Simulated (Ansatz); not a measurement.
## Clamped-ion strain scan in IrPt

These are results of Ansatz 0.2.0, DFT PBEsol, scalar-relativistic, plane waves, PAW, not measurements. Settings: plane waves to 420 eV, k-mesh 12×12×12 (Γ-centred), Gaussian smearing 0.15 eV. The mesh is coarse. Spin–orbit coupling is left out, which can shift energies with elements as heavy as these. No spin polarisation. Energies are free energies at this smearing, counted from the undisturbed cell; pressure is positive in compression.

Zero of the scan (as given, not relaxed at this level; it stands at -11.8 GPa, and it needn't be the usual structure):

```yaml
crystal:
  lattice:
    - [1.39242, 0.80392, 4.49970]
    - [-1.39242, 0.80392, 4.49970]
    - [0.00000, -1.60783, 4.49970]
  atoms:
    - { symbol: Ir, position: [0.00000, 0.00000, 0.00000] }
    - { symbol: Pt, position: [0.50000, 0.50000, 0.50000] }
```

The cell is strained by ε times the Voigt pattern (0, 0, 1, 0, 0, 0) (xx, yy, zz, yz, xz, xy; engineering shear) with fractional coordinates fixed. The cell is metallic on the mesh throughout. At -12 GPa the given cell is far from its own equilibrium, so these figures belong to a strongly strained crystal.

```tsv
ε	ΔE (meV/atom)	stress summed along the pattern (GPa, tension positive)	pressure (GPa)
-0.1500	673.9	-134.19	72.4
-0.1125	294.6	?	?
-0.0750	?	-41.15	?
-0.0375	-7.8	-9.75	0.5
0.0000	0.0	12.75	-11.8
0.0375	?	?	-20.4
0.0750	185.3	35.44	-26.2
0.1125	318.5	39.33	-30.1
0.1312	388.7	40.19	-31.5
0.1500	460.4	40.58	-32.6
```

**Question.** Give the withheld values.

**Answer.** stress summed along the pattern (GPa, tension positive) at ε = -0.1125: -82.20; pressure (GPa) at ε = -0.1125: 41.1; ΔE (meV/atom) at ε = -0.0750: 79.5; pressure (GPa) at ε = -0.0750: 17.6; ΔE (meV/atom) at ε = 0.0375: 72.9; stress summed along the pattern (GPa, tension positive) at ε = 0.0375: 27.25.

Cost: 10 runs of about 0.48 core-minutes in all, on Intel Xeon 6975P-C (Granite Rapids) (shared hosts).